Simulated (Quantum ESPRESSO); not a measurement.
**Band energies of Rb**

```
CELL_PARAMETERS angstrom
     -2.95451     2.95451     2.73084
      2.95451    -2.95451     2.73084
      2.95451     2.95451    -2.73084
ATOMIC_POSITIONS crystal
  Rb 0.00000 0.00000 0.00000
```

LDA (Quantum ESPRESSO, PseudoDojo norm-conserving, 42 Ry, scalar-relativistic); path ΓXMΓZPNZ1M,XP; energies in eV from the Fermi level.

```
k (1/Å)  point  band 1  band 2  band 3  band 4  band 5  band 6  band 7
-------  -----  ------  ------  ------  ------  ------  ------  ------
0.00         Γ  -28.90  -12.93  -12.93  -12.93   -1.91    3.31    3.70
0.25            -28.90  -12.95  -12.94  -12.93   -1.62    2.85    3.41
0.63            -28.89  -13.01  -12.96  -12.93   -0.27    1.11    2.87
0.75         X  -28.89  -13.02  -12.96  -12.93    0.11    0.71    2.82
0.86            -28.89  -13.02  -12.96  -12.93    0.17    0.72    2.86
1.18            -28.89  -13.01  -12.97  -12.97    0.96    0.96    2.55
1.40            -28.89  -13.00  -12.99  -12.98    1.19    1.37    2.71
1.50         M  -28.89  -13.00  -13.00  -12.98    1.24    1.40    2.89
1.72            -28.89  -12.99  -12.99  -12.98    0.84    1.51    2.83
1.93            -28.89  -12.98  -12.97  -12.97   -0.16    1.98    2.77
2.25            -28.90  -12.95  -12.95  -12.94   -1.44    2.99    3.19
2.46            -28.90  -12.94  -12.94  -12.93   -1.86    3.26    3.66
2.57         Γ  -28.90  -12.93  -12.93  -12.93   -1.91    3.31    3.70
2.78            -28.90  -12.94  -12.94  -12.94   -1.70    3.42    3.42
2.99            -28.89  -12.97  -12.95  -12.95   -1.08    2.99    2.99
3.31            -28.89  -12.99  -12.98  -12.98    0.39    1.81    2.76
3.53            -28.89  -12.99  -12.99  -12.99    1.24    1.36    2.83
3.63         Z  -28.89  -13.00  -13.00  -12.98    1.26    1.38    2.88
3.83            -28.89  -12.99  -12.99  -12.98    1.24    1.28    2.15
4.03            -28.89  -13.00  -12.99  -12.95    1.15    1.19    1.43
4.33            -28.89  -12.99  -12.98  -12.95    1.14    1.19    1.24
4.53         P  -28.89  -12.98  -12.97  -12.97    1.30    1.30    1.36
4.85            -28.89  -13.01  -12.97  -12.94    0.51    0.94    2.08
5.06         N  -28.89  -13.02  -12.96  -12.94    0.28    0.88    2.42
5.34            -28.89  -13.01  -12.97  -12.95    0.64    0.97    2.55
5.52            -28.89  -13.00  -12.98  -12.97    1.12    1.14    2.42
5.79        Z1  -28.89  -13.00  -13.00  -12.98    1.26    1.38    2.88
5.79         M  -28.89  -13.00  -13.00  -12.98    1.24    1.40    2.89
6.54         X  -28.89  -13.02  -12.96  -12.93    0.11    0.71    2.82
6.83            -28.89  -13.00  -12.97  -12.94    0.54    0.85    2.13
7.11         P  -28.89  -12.98  -12.97  -12.97    1.30    1.30    1.36
```

A metal at this level: along this path band 5 crosses the Fermi level.

Geometry of the Materials Project entry, not relaxed at this level.

This is not the ordinary phase of the substance; no match was found in the copy of COD used, and its stability was not checked.
